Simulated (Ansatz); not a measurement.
Given:

PbS:
```cif
data_Pb4S4
_chemical_formula_sum 'Pb4 S4'
_space_group_name_H-M_alt 'P 1'
_space_group_IT_number 1
_cell_length_a 8.41783
_cell_length_b 4.20890
_cell_length_c 5.94817
_cell_angle_alpha 90.000
_cell_angle_beta 90.000
_cell_angle_gamma 90.000
loop_
_space_group_symop_operation_xyz
  'x, y, z'
loop_
_atom_site_label
_atom_site_type_symbol
_atom_site_fract_x
_atom_site_fract_y
_atom_site_fract_z
_atom_site_occupancy
Pb1 Pb 0.12488 0.75000 0.74995 1
Pb2 Pb 0.87512 0.25000 0.25005 1
Pb3 Pb 0.37512 0.25000 0.24995 1
Pb4 Pb 0.62488 0.75000 0.75005 1
S1 S 0.87512 0.25000 0.75008 1
S2 S 0.12488 0.75000 0.24992 1
S3 S 0.62488 0.75000 0.25008 1
S4 S 0.37512 0.25000 0.74992 1
```

This is the r²SCAN+D4-relaxed structure.

All from r²SCAN+D4 (plane waves, PAW; program Ansatz), unless another level is named. Predict the formation energy from the elements (no fitted shifts).

-0.68 eV/atom.

Next, the band gap?

0.65 eV (smallest direct gap 0.65 eV).

What about the valence-band maximum?

at Z.

Give the weight of the conduction-edge state by species (Voronoi cells).

Pb 61 %, S 39 %.

Next, the conduction-band minimum?

at T.

Space group Fm-3m (rock salt). Symmetry was held in the r²SCAN+D4 relaxation. The references are the lowest solids computed at this level, not always the standard phases. Scalar-relativistic: spin–orbit coupling is off unless named, which matters more the heavier the elements.

Potentials: the later of the program's two PAW sets.
